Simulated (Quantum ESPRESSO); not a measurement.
## Al3MgON3 (input and log of a self-consistent run)

Simulated, not a measurement. The program is pw.x of Quantum ESPRESSO 7.5 (plane-wave density functional theory). The cell is made up: 8 atoms on a wurtzite lattice, with randomly drawn elements, strain and displacements, not relaxed. PseudoDojo standard norm-conserving files (v0.5 for PBE, v0.4.1 for LDA and PBEsol) set the functional; there is no spin polarisation, spin-orbit coupling or dispersion term, and the masses in the input are unused placeholders.

Input:

```
&control calculation='scf', pseudo_dir='./dojo.nc.sr.pbe.v0_5.standard.upf', outdir='./o', disk_io='low', tprnfor=.true., tstress=.true. /
&system ibrav=0, nat=8, ntyp=4, nbnd=26, ecutwfc=84.00895049, nosym=.true., tot_charge=0,
 occupations='smearing', smearing='fd', degauss=0.0018374661
/
&electrons conv_thr=7.350e-09, electron_maxstep=60, /
ATOMIC_SPECIES
Al 1.0 Al.upf
Mg 1.0 Mg.upf
N 1.0 N.upf
O 1.0 O.upf
CELL_PARAMETERS angstrom
3.0205 -0.0009 0.0361
-0.0016 5.3341 -0.073
0.0589 -0.0689 5.0012
ATOMIC_POSITIONS angstrom
Al -0.0196 -0.0438 -0.0032
Al 1.5366 2.6438 0.0001
Al 1.6078 0.897 2.461
Mg 0.0479 3.4662 2.4394
O 0.0544 -0.0056 1.8159
N 1.522 2.5996 1.8824
N 1.5241 0.8455 4.381
N 0.0595 3.5372 4.3338
K_POINTS automatic
6 4 4 1 1 1
```

The log is shortened where brackets say so; the opening notice, blank lines, dates and the lines on written files are dropped, and the path of the files is cut. It prints rydbergs, bohrs and kilobars, and counts compression as positive stress. With no partly filled state, the Fermi energy that it prints is only some level between the filled and the empty states on the mesh, and need not lie in the true gap.

```
     Program PWSCF v.7.5
     Parallel version (MPI & OpenMP), running on       4 processor cores
     Number of MPI processes:                 4
     Threads/MPI process:                     1
     [start-up lines left out]
     bravais-lattice index     =            0
     lattice parameter (alat)  =       5.7083  a.u.
     unit-cell volume          =     543.5854 (a.u.)^3
     number of atoms/cell      =            8
     number of atomic types    =            4
     number of electrons       =        40.00
     number of Kohn-Sham states=           26
     kinetic-energy cutoff     =      84.0090  Ry
     charge density cutoff     =     336.0358  Ry
     scf convergence threshold =      7.3E-09
     mixing beta               =       0.7000
     number of iterations used =            8  plain     mixing
     Exchange-correlation= PBE
                           (   1   4   3   4   0   0   0)
     [axes and pseudopotential details left out]
   Cartesian axes
     site n.     atom                  positions (alat units)
         1        Al     tau(   1) = (  -0.0064885  -0.0144999  -0.0010594  )
         2        Al     tau(   2) = (   0.5086874   0.8752230   0.0000331  )
         3        Al     tau(   3) = (   0.5322579   0.2969495   0.8147075  )
         4        Mg     tau(   4) = (   0.0158572   1.1474763   0.8075569  )
         5        O      tau(   5) = (   0.0180090  -0.0018539   0.6011489  )
         6        N      tau(   6) = (   0.5038541   0.8605907   0.6231635  )
         7        N      tau(   7) = (   0.5045493   0.2799005   1.4503185  )
         8        N      tau(   8) = (   0.0196973   1.1709807   1.4346930  )
     number of k points=    48  Fermi-Dirac smearing, width (Ry)=  0.0018
                       cart. coord. in units 2pi/alat
        k(    1) = (   0.0824581   0.0718461   0.0755185), wk =   0.0416667
        k(    2) = (   0.0806535   0.0739127   0.2265677), wk =   0.0416667
     [further k points left out]
     Dense  grid:    56579 G-vectors     FFT dimensions: (  36,  60,  60)
     Estimated max dynamical RAM per process >     102.00 MB
     Estimated total dynamical RAM >     366.56 MB
     Initial potential from superposition of free atoms
     starting charge      39.9918, renormalised to      40.0000
     Starting wfcs are   33 randomized atomic wfcs
     total cpu time spent up to now is        1.5 secs
     per-process dynamical memory:    79.5 Mb
     Self-consistent Calculation
     iteration #  1     ecut=    84.01 Ry     beta= 0.70
     Davidson diagonalization with overlap
     ethr =  1.00E-02,  avg # of iterations =  4.2
     total cpu time spent up to now is        3.0 secs
     total energy              =    -227.57189080 Ry
     estimated scf accuracy    <       2.62040880 Ry
     iteration #  2     ecut=    84.01 Ry     beta= 0.70
     Davidson diagonalization with overlap
     ethr =  6.55E-03,  avg # of iterations =  2.1
     total cpu time spent up to now is        4.3 secs
     total energy              =    -228.28021581 Ry
     estimated scf accuracy    <       2.13510217 Ry
     iteration #  3     ecut=    84.01 Ry     beta= 0.70
     Davidson diagonalization with overlap
     ethr =  5.34E-03,  avg # of iterations =  2.0
     total cpu time spent up to now is        5.5 secs
     total energy              =    -228.66691372 Ry
     estimated scf accuracy    <       0.07500609 Ry
     iteration #  4     ecut=    84.01 Ry     beta= 0.70
     Davidson diagonalization with overlap
     ethr =  1.88E-04,  avg # of iterations =  5.9
     total cpu time spent up to now is        7.0 secs
     total energy              =    -228.68743627 Ry
     estimated scf accuracy    <       0.00580528 Ry
     iteration #  5     ecut=    84.01 Ry     beta= 0.70
     Davidson diagonalization with overlap
     c_bands:  1 eigenvalues not converged
     ethr =  1.45E-05,  avg # of iterations =  8.5
     total cpu time spent up to now is        8.7 secs
     total energy              =    -228.68838854 Ry
     estimated scf accuracy    <       0.00175877 Ry
     [iterations 6 to 8 left out]
     iteration #  9     ecut=    84.01 Ry     beta= 0.70
     Davidson diagonalization with overlap
     ethr =  7.15E-09,  avg # of iterations =  3.6
     total cpu time spent up to now is       13.6 secs
     total energy              =    -228.68843315 Ry
     estimated scf accuracy    <       0.00000144 Ry
     iteration # 10     ecut=    84.01 Ry     beta= 0.70
     Davidson diagonalization with overlap
     ethr =  3.60E-09,  avg # of iterations =  2.0
     total cpu time spent up to now is       14.7 secs
     total energy              =    -228.68843326 Ry
     estimated scf accuracy    <       0.00000020 Ry
     iteration # 11     ecut=    84.01 Ry     beta= 0.70
     Davidson diagonalization with overlap
     ethr =  5.11E-10,  avg # of iterations =  2.0
     total cpu time spent up to now is       15.9 secs
     total energy              =    -228.68843330 Ry
     estimated scf accuracy    <          8.0E-09 Ry
     iteration # 12     ecut=    84.01 Ry     beta= 0.70
     Davidson diagonalization with overlap
     ethr =  2.01E-11,  avg # of iterations =  4.0
     total cpu time spent up to now is       17.4 secs
     total energy              =    -228.68843330 Ry
     estimated scf accuracy    <          9.6E-09 Ry
     iteration # 13     ecut=    84.01 Ry     beta= 0.70
     Davidson diagonalization with overlap
     ethr =  2.01E-11,  avg # of iterations =  2.0
     total cpu time spent up to now is       18.5 secs
     End of self-consistent calculation
          k = 0.0825 0.0718 0.0755 (  7072 PWs)   bands (ev):
   -63.8435 -30.7776 -30.6924 -30.6719 -12.0878  -6.6173  -5.0619  -4.3106
     0.7997   1.9595   2.7163   3.0586   4.1903   5.4926   6.1963   6.4132
     6.9765   7.5414   7.6224   8.3649  11.6311  13.5231  14.1891  15.5627
    16.4486  17.4309
     [levels at the other k points left out]
     the Fermi energy is    10.3594 ev
!    total energy              =    -228.68843330 Ry
     estimated scf accuracy    <          5.7E-10 Ry
     smearing contrib. (-TS)   =       0.00000000 Ry
     internal energy E=F+TS    =    -228.68843330 Ry
     The total energy is F=E-TS. E is the sum of the following terms:
     one-electron contribution =    -114.33389834 Ry
     hartree contribution      =      77.09767872 Ry
     xc contribution           =     -50.23294379 Ry
     ewald contribution        =    -141.21926990 Ry
     convergence has been achieved in  13 iterations
     Forces acting on atoms (cartesian axes, Ry/au):
     atom    1 type  1   force =    -0.00448821    0.02118645   -0.05858805
     atom    2 type  1   force =    -0.01748815    0.06016078    0.00083792
     atom    3 type  1   force =    -0.02644109    0.04017154    0.03707986
     atom    4 type  2   force =    -0.03863568    0.04260028    0.01036797
     atom    5 type  4   force =     0.00787809    0.03031752    0.01771343
     atom    6 type  3   force =     0.04544052   -0.10863264   -0.09098057
     atom    7 type  3   force =     0.02432077   -0.05410607   -0.01497442
     atom    8 type  3   force =     0.00941373   -0.03169786    0.09854386
     Total force =     0.230035     Total SCF correction =     0.000009
     Computing stress (Cartesian axis) and pressure
          total   stress  (Ry/bohr**3)                   (kbar)     P=      196.72
   0.00169735  -0.00005786  -0.00025234          249.69       -8.51      -37.12
  -0.00005786   0.00138280   0.00045335           -8.51      203.42       66.69
  -0.00025234   0.00045335   0.00093171          -37.12       66.69      137.06
     init_run     :      1.41s CPU      1.44s WALL (       1 calls)
     electrons    :     16.87s CPU     17.00s WALL (       1 calls)
     forces       :      0.24s CPU      0.24s WALL (       1 calls)
     stress       :      0.80s CPU      0.81s WALL (       1 calls)
     [timing details left out]
     PWSCF        :     19.39s CPU     19.57s WALL
     JOB DONE.
```

In other units: free energy -3111.465 eV for the cell, pressure 19.67 GPa, largest force component 2.793 eV/Å. A rerun of the same cell at another strain at 1437 eV and a 8 x 6 x 6 mesh moved values by no more than 0.002 eV in energy, 0.02 GPa in stress and 0.005 eV/Å in force.